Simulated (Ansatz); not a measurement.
Ti₃Al in space group P-6m2 (No. 187; Ti on 1e, Ti on 2h, Al on 1f), DFT-r²SCAN in the program Ansatz with PAW potentials, all energies at zero smearing, with the estimated change up to a 700 eV cutoff added, with one set of potentials and settings (totals compare only within such a set). Cell of 4 atoms (3 Ti, 1 Al): -8054.095 eV.

```json
[
 {"element": "Ti", "reference phase": "P6/mmm, 3 atoms in the cell", "E (eV/atom)": "-2504.3896"},
 {"element": "Al", "reference phase": "Fm-3m, 1 atoms in the cell", "E (eV/atom)": "-540.4083"}
]
```

Formation energy per atom, worked out: (-8054.095 − 3×(-2504.3896) − 1×(-540.4083))/4 = -0.129 eV/atom (-12 kJ per mol of atoms), at 0 K, without zero-point energy or fitted corrections.

The workflow started from a Materials Project entry (that database holds measured and hypothetical structures alike); the Crystallography Open Database copy checked does not list it. With Ti and Al taken as one species the cell has the higher symmetry P6_3/mmc, so it may be an ordered model of a mixed-site phase. It is not the phase usual at ambient conditions (space group No. 194). Symmetry was held in the r²SCAN relaxation; its stability against distortions is not shown here. No spin polarisation was allowed. The references are the lowest solids computed at this level, not always the standard phases.

Potentials: the later of the program's two PAW sets.
